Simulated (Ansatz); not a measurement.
## Relaxing a structure of AlNi

The start is a generated cell, AlNi placed in the CuPt structure type. Cell shape, volume and atoms are optimised at zero target pressure with PBEsol (plane waves to 420 eV, PAW, scalar-relativistic; Ansatz, an electronic-structure program). The first steps use a coarse 14×14×14 k-mesh.

Initial structure:
```
AlNi
1.0
    1.33901     0.77308     4.27821
   -1.33901     0.77308     4.27821
    0.00000    -1.54615     4.27821
Al Ni
1 1
Cartesian
  0.00000   0.00000   0.00000
  0.00000   0.00000   6.41732
```
Spin-polarised start, with parallel moments on Ni.

```yaml
outcome: The space group stays R-3m (No. 166) (the run could not lower it); the end is AFLOW prototype AB_hR2_166_a_b (L1_1, as in CuPt), with 2 atoms in the primitive cell
energy_released: 0.12 eV/atom
Shortest distances (start → end): "The closest pairs of elements (up to four, under 3.6 Å), start → end: Al–Ni 2.64 → 2.48 Å; Al–Al 2.68 → 2.70 Å; Ni–Ni 2.68 → 2.70 Å"
band_gap_at_the_end: no gap (metallic)
moments_at_the_end: zero (the starting moments vanished)
optimiser_moves: 6
```

The end point of the relaxation:

```cif
data_Al3Ni3
_chemical_formula_sum 'Al3 Ni3'
_space_group_name_H-M_alt 'R-3m :H'
_space_group_IT_number 166
_space_group_name_Hall '-R 3 2"'
_cell_length_a 2.69874
_cell_length_b 2.69874
_cell_length_c 11.59169
_cell_angle_alpha 90.000
_cell_angle_beta 90.000
_cell_angle_gamma 120.000
loop_
_atom_site_label
_atom_site_type_symbol
_atom_site_symmetry_multiplicity
_atom_site_Wyckoff_symbol
_atom_site_fract_x
_atom_site_fract_y
_atom_site_fract_z
_atom_site_occupancy
Al1 Al 3 a 0.00000 0.00000 0.00000 1
Ni1 Ni 3 b 0.00000 0.00000 0.50000 1
```
(The calculation used a cell of 2 atoms; values per cell refer to that cell.)

Final values are on a 20×20×20 k-mesh of the relaxed cell. No spin polarisation in the result: the starting moments vanished. A magnetic state may lie lower.

The run could not lose the symmetry of its start: the end is stationary, and may be a saddle point rather than a minimum.

All atoms sit on sites fixed by symmetry, so only the cell could relax.

The relaxed structure here is a generated cell of AlNi: the first start was made by placing the elements on the sites of a structure type, and the end was not matched to a known phase here, so it may be hypothetical. Known forms of AlNi include space group No. 221.
